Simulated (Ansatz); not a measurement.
A geometry of Pd away from equilibrium: the start of the relaxation of a generated cell, Pd built in the AFLOW prototype A_hR2_166_c (A7, as in As). All values below come from PBE (plane waves to 420 eV, PAW, scalar-relativistic; Ansatz, a program for electronic structure). Γ-centred k-mesh 12×12×12 on the run's cell (coarser than for final values), Fermi–Dirac smearing 0.05 eV.

```xyz
2
Lattice="1.6609 0.9589 3.0799 -1.6609 0.9589 3.0799 0.0000 -1.9178 3.0799" Properties=species:S:1:pos:R:3 pbc="T T T"
Pd     0.0000     0.0000     2.1024
Pd     0.0000     0.0000     7.1374
```

Task: Give the Cartesian forces on all atoms (eV/Å).

Result: 
```
atom    Fx    Fy     Fz
----  ----  ----  -----
Pd1   0.00  0.00   7.67
Pd2   0.00  0.00  -7.67
```

Task: What is the pressure?

Result: +62.8 GPa, compression positive.

Task: How far above the relaxed end point is this geometry?

Result: 1.54 eV/atom; the path ends in Fm-3m (No. 225) (fcc (Cu type)).

No spin polarisation in the result. A magnetic state may lie lower.

The run could not lose the symmetry of its start.
